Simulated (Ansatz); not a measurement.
NbCr2:
```yaml
crystal:
  lattice:
    - [0.00000, 3.45687, 3.45687]
    - [3.45687, 0.00000, 3.45687]
    - [3.45687, 3.45687, 0.00000]
  atoms:
    - { symbol: Nb, position: [0.50000, 0.50000, 0.50000] }
    - { symbol: Nb, position: [0.75000, 0.75000, 0.75000] }
    - { symbol: Cr, position: [0.12500, 0.12500, 0.12500] }
    - { symbol: Cr, position: [0.62500, 0.12500, 0.12500] }
    - { symbol: Cr, position: [0.12500, 0.12500, 0.62500] }
    - { symbol: Cr, position: [0.12500, 0.62500, 0.12500] }
```

Relaxed with r²SCAN. Special points in fractions of this cell's reciprocal vectors: Γ (0.000, 0.000, 0.000); X (0.500, 0.000, 0.500); U (0.625, 0.250, 0.625); K (0.375, 0.375, 0.750); L (0.500, 0.500, 0.500); W (0.500, 0.250, 0.750).

**Question.** List the band energies nearest the Fermi level at these points for r²SCAN with spin–orbit coupling in the plane-wave PAW code Ansatz.

**Answer.** In eV from the Fermi level; about four levels below and three above (degenerate sets whole), none deeper than 8.9 eV; points with the same levels are listed once.

```
k                    below                above
-  -----------------------  -------------------
Γ  -0.82 -0.82 -0.82 -0.82  0.15 0.15 0.15 0.15
X  -0.72 -0.72 -0.72 -0.72  0.76 0.76 0.76 0.76
U  -0.80 -0.80 -0.24 -0.24  0.26 0.26 0.32 0.32
L  -1.02 -1.02 -0.98 -0.98  0.55 0.55 0.57 0.57
W  -0.81 -0.81 -0.80 -0.80  0.31 0.31 0.39 0.39
```

Space group Fd-3m (cubic Laves (MgCu2 type)). The workflow started from an entry of the Crystallography Open Database (COD). Its standing as an ambient phase is unchecked. Symmetry was held in the r²SCAN relaxation; its stability against distortions is not shown here. The workflow began spin-polarised and lost its moments. Its formation energy is positive at this level, so the cell may be metastable or incomplete.

Potentials: the later of the program's two PAW sets.
